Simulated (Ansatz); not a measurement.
# BaAg₂As₂ — Ba-137 nuclear quadrupole resonance

Cell: a measured structure from the Crystallography Open Database (COD) whose atoms were relaxed with PBE, the cell held.

```cif
data_structure
_symmetry_space_group_name_H-M 'P 1'
_symmetry_Int_Tables_number 1
_cell_length_a 6.3337
_cell_length_b 6.3337
_cell_length_c 6.3337
_cell_angle_alpha 137.390
_cell_angle_beta 137.390
_cell_angle_gamma 61.839
_cell_volume 115.10
loop_
_atom_site_label
_atom_site_type_symbol
_atom_site_fract_x
_atom_site_fract_y
_atom_site_fract_z
_atom_site_occupancy
Ba1 Ba 0.00000 0.00000 0.00000 1
Ag2 Ag 0.75000 0.25000 0.50000 1
Ag3 Ag 0.25000 0.75000 0.50000 1
As4 As 0.38243 0.38243 0.00000 1
As5 As 0.61757 0.61757 0.00000 1
```

Atom numbers follow the list; atoms alike are taken as one site, whose name carries the number of the first.

All values are calculated (Ansatz; DFT, r2SCAN, plane waves and PAW, scalar-relativistic, 500 eV cutoff, Γ-centred 10×10×10 k-points, Fermi–Dirac smearing 0.05 eV), not measured.

Ba-137: I = 3/2, Q = 236.0 mb (year-2017 value). Static lattice, zero field.

Q: At which frequencies do the Ba-137 NQR lines lie?

A: For I = 3/2 there is one line, ν = (|C_Q|/2)(1 + η²/3)^½.

```tsv
site	atoms	V_zz (10²¹ V/m²)	C_Q (MHz)	η	line frequencies (MHz)
Ba	1	0.53	3.01	0.00	1.51
```

Q: And for ¹³⁵Ba (I = 3/2, Q = 153.0 mb) on Ba?

A: C_Q scales with Q to 1.95 MHz, with lines at 0.977 MHz.

An axis of threefold or higher order runs through Ba, so V_zz lies along it and η is zero.

The run finds no gap above 0.1 eV (a metal, or nearly one), so the gradients can move by 10 % or more with the k-mesh. Without spin–orbit coupling (the program notes it for Ag and Ba) the gradients can shift somewhat, as the gap is small.
